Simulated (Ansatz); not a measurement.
Total density of states per atom from plane-wave PAW PBE (Ansatz code), in 0.25 eV bins, energy from the Fermi level:

```
E (eV) | states/eV/atom
    -7.85 | ## 0.26
    -7.60 | ## 0.29
    -7.35 | ## 0.24
    -7.10 | ## 0.24
    -6.85 | ## 0.21
    -6.60 | # 0.19
    -6.35 | ## 0.22
    -6.10 | ## 0.23
    -5.85 | ## 0.30
    -5.60 | ### 0.35
    -5.35 | ### 0.41
    -5.10 | ## 0.32
    -4.85 | ## 0.22
    -4.60 | ### 0.39
    -4.35 | #### 0.47
    -4.10 | ### 0.44
    -3.85 | ### 0.34
    -3.60 | ##### 0.60
    -3.35 | #### 0.46
    -3.10 | ### 0.35
    -2.85 | ### 0.42
    -2.60 | #### 0.47
    -2.35 | ##### 0.59
    -2.10 | ### 0.43
    -1.85 | ## 0.31
    -1.60 | ## 0.28
    -1.35 | ## 0.27
    -1.10 | ## 0.22
    -0.85 | # 0.15
    -0.60 | ## 0.21
    -0.35 | # 0.17
    -0.10 | ## 0.23
     0.15 | ### 0.42
     0.40 | ### 0.45
     0.65 | ###### 0.78
     0.90 | ######### 1.19
     1.15 | ################### 2.46
     1.40 | ############################## 3.84
     1.65 | ########## 1.22
     1.90 | ###### 0.82
     2.15 | ##### 0.64
     2.40 | ####### 0.84
     2.65 | #### 0.55
     2.90 | #### 0.49
     3.15 | #### 0.56
```

Task: Pick the material that matches.
A) B2Ir, MoSi2 or CaC2 type
B) NbAlB, Cmcm (Al on 4c, B on 4c, Nb on 4c)
C) LaSi3B3, Pm-3n (La on 2a, B on 6c, Si on 6d)
D) Sc2GeB2, P-6m2 (Sc on 2h, Ge on 1a, B on 1b, B on 1f)

Result: C, LaSi3B3, Pm-3n (La on 2a, B on 6c, Si on 6d). Within 0.5 eV of the Fermi level: B 2p 28 %, La 5d 25 %, Si 3p 21 %, La 4f 8 %, B 2s 7 %, Si 3s 6 %. Projections are on Löwdin-orthogonalised atomic valence shells; empty p or d shells of many metals are not among them.

The start of the workflow was typed in or built on a structure type; neither database checked (COD, Materials Project) lists it. Whether it is the stable phase at ambient conditions was not checked. Symmetry was held in the PBE relaxation; its stability against distortions is not shown here. Scalar-relativistic: spin–orbit coupling is off unless named, which matters more the heavier the elements.

Potentials: the earlier of the program's two PAW sets.
